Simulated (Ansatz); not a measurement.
## Sr3Rh2Cl2O5: reading a single point

```yaml
crystal:
  lattice:
    - [0.00000, 3.97460, 0.00000]
    - [3.97460, 0.00000, 0.00000]
    - [1.98730, 1.98730, -11.99135]
  atoms:
    - { symbol: Sr, position: [0.50000, 0.50000, 0.00000] }
    - { symbol: Sr, position: [0.34300, 0.34300, 0.31400] }
    - { symbol: Sr, position: [0.65700, 0.65700, 0.68600] }
    - { symbol: Rh, position: [0.07880, 0.07880, 0.84240] }
    - { symbol: Rh, position: [0.92120, 0.92120, 0.15760] }
    - { symbol: Cl, position: [0.20500, 0.20500, 0.59000] }
    - { symbol: Cl, position: [0.79500, 0.79500, 0.41000] }
    - { symbol: O, position: [0.00000, 0.00000, 0.00000] }
    - { symbol: O, position: [0.59000, 0.09000, 0.82000] }
    - { symbol: O, position: [0.09000, 0.59000, 0.82000] }
    - { symbol: O, position: [0.41000, 0.91000, 0.18000] }
    - { symbol: O, position: [0.91000, 0.41000, 0.18000] }
```

Method: r2SCAN, no spin polarisation; PAW, plane waves to 500 eV, 8×8×8 Γ-centred mesh, fermi-dirac occupations (width 0.1 eV) (Ansatz 0.2.0), atoms fixed.

Task: Give the Bader charges.

Result: Bader charges in e: Sr +1.60 to +1.65, Rh +1.28, Cl -0.80, O -1.18 to -1.09. In the mean Sr gives up most and O takes most.

Task: What happens at the Fermi level?

Result: It is a metal, with about 5.4 states/eV a cell as the mean within 0.25 eV of the Fermi level, mostly Rh d (63 %) and O p (29 %).

Task: Is the cell too large or too small?

Result: The pressure is 3.0 GPa (compression positive), so with the atoms held at these fractions the cell would first expand; the forces are large, so a full relaxation may end otherwise. The principal stresses 2.4, 2.4, 4.3 GPa differ, so its shape would change too.

Task: What do density and ELF say about some of the short contacts?

Result: Rh–O at 1.89 Å: least valence density 1.01 e/Å³ and ELF 0.24 there. Sr–O at 2.56 Å: least valence density 0.23 e/Å³ and ELF 0.09 there. Cl–Rh at 3.03 Å: least valence density 0.14 e/Å³ and ELF 0.08 there. Both are smooth PAW fields, read partly inside the augmentation spheres.

Origin: a known structure type with other elements, at an estimated volume, so it need not be a known compound. Caveats: many states at the Fermi level without spin polarisation, so a magnetic state may lie lower; atoms or cell far from equilibrium.
